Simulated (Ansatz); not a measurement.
A geometry of Ga away from equilibrium: the start of the relaxation of a generated cell, Ga placed in the lonsdaleite structure type. Computed with r2SCAN (plane waves to 500 eV, PAW, scalar-relativistic; Ansatz, a program for electronic structure). Γ-centred k-mesh 10×10×5 on the run's cell (coarser than for final values), Fermi–Dirac smearing 0.05 eV.

```xyz
4
Lattice="3.7818 0.0000 0.0000 -1.8909 3.2752 0.0000 0.0000 0.0000 6.3076" Properties=species:S:1:pos:R:3 pbc="T T T"
Ga     0.0000     2.1834     0.3781
Ga     1.8909     1.0917     3.5319
Ga     1.8909     1.0917     5.9294
Ga     0.0000     2.1834     2.7756
```

Question: What forces act on the atoms (eV/Å)?

Answer: 
| atom | Fx | Fy | Fz |
|---|---|---|---|
| Ga1 | 0.00 | 0.00 | 0.46 |
| Ga2 | 0.00 | 0.00 | 0.46 |
| Ga3 | 0.00 | 0.00 | -0.46 |
| Ga4 | 0.00 | 0.00 | -0.46 |

Question: What is the pressure?

Answer: +16.0 GPa, compression positive.

Question: How far above the relaxed end point is this geometry?

Answer: 0.35 to 0.36 eV/atom (the two k-meshes of the run give this range); the path ends in P6/mmm (No. 191).

No spin polarisation in the result.

The run could not lower the symmetry of its start; a shaken copy of this end point relaxes with r2SCAN to Immm (No. 71), 0.13 eV/atom lower.

The end of the path is a generated cell of Ga: the first start was made by placing the elements on the sites of a structure type, and the end was not matched to a known phase here, so it may be hypothetical. Known forms of Ga include space group No. 64.
